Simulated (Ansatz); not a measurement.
Si$_{2}$W:
```cif
data_Si4W2
_chemical_formula_sum 'Si4 W2'
_space_group_name_H-M_alt 'I4/mmm'
_space_group_IT_number 139
_space_group_name_Hall '-I 4 2'
_cell_length_a 3.18577
_cell_length_b 3.18577
_cell_length_c 7.77246
_cell_angle_alpha 90.000
_cell_angle_beta 90.000
_cell_angle_gamma 90.000
loop_
_atom_site_label
_atom_site_type_symbol
_atom_site_symmetry_multiplicity
_atom_site_Wyckoff_symbol
_atom_site_fract_x
_atom_site_fract_y
_atom_site_fract_z
_atom_site_occupancy
Si1 Si 4 e 0.00000 0.00000 0.33469 1
W1 W 2 a 0.00000 0.00000 0.00000 1
```
(The calculation used a cell of 3 atoms; values per cell refer to that cell.)

Relaxed with LDA.

**Question.** Which orbitals make up the states near the Fermi level in LDA (plane waves, PAW; program Ansatz)?

**Answer.** Within 0.5 eV of the Fermi level: W 5d 69 %, Si 3p 22 %, Si 3s 6 %. Projections are on Löwdin-orthogonalised atomic valence shells; empty p or d shells of many metals are not among them.

**Question.** Tabulate the density of states.

**Answer.** States/eV per cell of 3 atoms, in 0.25 eV bins, energy from the Fermi level.

| E (eV) | total | W 5d | Si 3p | Si 3s |
|---|---|---|---|---|
| -7.85 | 0.61 | 0.16 | 0.22 | 0.19 |
| -7.60 | 0.62 | 0.16 | 0.25 | 0.16 |
| -7.35 | 0.62 | 0.16 | 0.28 | 0.13 |
| -7.10 | 0.66 | 0.17 | 0.32 | 0.11 |
| -6.85 | 0.71 | 0.18 | 0.37 | 0.09 |
| -6.60 | 1.22 | 0.31 | 0.74 | 0.08 |
| -6.35 | 1.21 | 0.29 | 0.76 | 0.07 |
| -6.10 | 1.08 | 0.25 | 0.68 | 0.06 |
| -5.85 | 1.06 | 0.29 | 0.62 | 0.08 |
| -5.60 | 1.05 | 0.30 | 0.59 | 0.10 |
| -5.35 | 0.67 | 0.19 | 0.32 | 0.12 |
| -5.10 | 0.76 | 0.22 | 0.36 | 0.12 |
| -4.85 | 0.99 | 0.32 | 0.45 | 0.14 |
| -4.60 | 1.21 | 0.46 | 0.48 | 0.16 |
| -4.35 | 1.56 | 0.65 | 0.57 | 0.19 |
| -4.10 | 1.38 | 0.64 | 0.47 | 0.15 |
| -3.85 | 1.23 | 0.58 | 0.42 | 0.13 |
| -3.60 | 1.57 | 0.78 | 0.52 | 0.16 |
| -3.35 | 1.79 | 0.91 | 0.61 | 0.17 |
| -3.10 | 2.09 | 1.16 | 0.70 | 0.14 |
| -2.85 | 3.87 | 2.23 | 1.34 | 0.16 |
| -2.60 | 4.44 | 2.40 | 1.69 | 0.16 |
| -2.35 | 3.85 | 1.86 | 1.70 | 0.12 |
| -2.10 | 1.83 | 0.91 | 0.76 | 0.08 |
| -1.85 | 1.38 | 0.69 | 0.58 | 0.06 |
| -1.60 | 1.05 | 0.63 | 0.33 | 0.05 |
| -1.35 | 0.87 | 0.58 | 0.22 | 0.04 |
| -1.10 | 0.80 | 0.57 | 0.17 | 0.03 |
| -0.85 | 0.78 | 0.61 | 0.13 | 0.02 |
| -0.60 | 0.85 | 0.71 | 0.10 | 0.01 |
| -0.35 | 0.60 | 0.50 | 0.08 | 0.00 |
| -0.10 | 0.22 | 0.14 | 0.07 | 0.00 |
| 0.15 | 0.24 | 0.15 | 0.07 | 0.01 |
| 0.40 | 0.55 | 0.28 | 0.15 | 0.10 |
| 0.65 | 0.63 | 0.30 | 0.19 | 0.11 |
| 0.90 | 0.75 | 0.37 | 0.23 | 0.11 |
| 1.15 | 0.86 | 0.42 | 0.27 | 0.11 |
| 1.40 | 1.13 | 0.53 | 0.34 | 0.16 |
| 1.65 | 1.41 | 0.65 | 0.40 | 0.21 |
| 1.90 | 1.75 | 0.80 | 0.44 | 0.24 |
| 2.15 | 1.80 | 0.87 | 0.46 | 0.23 |
| 2.40 | 2.52 | 1.18 | 0.64 | 0.39 |
| 2.65 | 2.73 | 1.33 | 0.64 | 0.39 |
| 2.90 | 2.06 | 0.85 | 0.56 | 0.28 |
| 3.15 | 2.05 | 0.89 | 0.44 | 0.20 |
| 3.40 | 1.64 | 0.55 | 0.39 | 0.19 |
| 3.65 | 1.51 | 0.45 | 0.40 | 0.18 |
| 3.90 | 1.57 | 0.47 | 0.44 | 0.20 |
| 4.15 | 2.02 | 0.66 | 0.59 | 0.24 |
| 4.40 | 2.42 | 0.72 | 0.74 | 0.29 |
| 4.65 | 2.45 | 0.66 | 0.84 | 0.30 |

Symmetry was held in the LDA relaxation. No spin polarisation was allowed. Spin–orbit coupling is left out wherever it is not named.

Potentials: the earlier of the program's two PAW sets. The files were generated under PBE; for other functionals the program regenerates the frozen cores, and for LDA and PBEsol the local potential too.
